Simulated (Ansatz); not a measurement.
Consider the following.

LuSb:
```
CELL_PARAMETERS angstrom
      0.00000     2.99845     2.99845
      2.99845     0.00000     2.99845
      2.99845     2.99845     0.00000
ATOMIC_POSITIONS crystal
  Lu 0.00000 0.00000 0.00000
  Sb 0.50000 0.50000 0.50000
```

This is the PBEsol-relaxed structure.

Problem. All from DFT-PBEsol in the program Ansatz with PAW potentials, unless another level is named. Predict the Hill bulk and shear moduli.

Solution. 67.6 and 40.7 GPa.

Problem. Predict the elastic constants (relaxed ions, GPa).

Solution. C11 = 170, C12 = 16.5, C44 = 25.9.

Space group Fm-3m (rock salt). The workflow started from a Materials Project entry (that database holds measured and hypothetical structures alike); the Crystallography Open Database copy checked does not list it. Its standing as an ambient phase is unchecked. Symmetry was held in the PBEsol relaxation; of distortions, only those at the zone centre were tested. As this level gives no gap, shear constants depend on the k-mesh and smearing (Fermi–Dirac, 0.1 eV here). Spin–orbit coupling is left out wherever it is not named.

Potentials: the later of the program's two PAW sets.
